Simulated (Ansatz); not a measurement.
CdTe:
```
CdTe
1.0
    0.00000     3.24452     3.24452
    3.24452     0.00000     3.24452
    3.24452     3.24452     0.00000
Te Cd
1 1
Cartesian
  4.86678   4.86678   4.86678
  0.00000   0.00000   0.00000
```

Tensor components refer to the Cartesian frame of this cell.

### Question
Give the high-frequency dielectric tensor and the Born effective charge tensors of the independent atoms from DFPT, the program Ansatz at the PBEsol level (PAW).

### Answer

ε∞:
```
9.06  0.00  0.00
0.00  9.06  0.00
0.00  0.00  9.06
```
Z* of atom 1 (Te), rows: field, columns: displacement, in e:
```
-2.19   0.00   0.00
 0.00  -2.19   0.00
 0.00   0.00  -2.19
```
Z* of atom 2 (Cd), rows: field, columns: displacement, in e:
```
2.19  0.00  0.00
0.00  2.19  0.00
0.00  0.00  2.19
```

Space group F-43m (zinc blende). The cell was relaxed with PBEsol under the symmetry of its start. Scalar-relativistic: spin–orbit coupling is off unless named, which matters more the heavier the elements.

Potentials: the later of the program's two PAW sets.
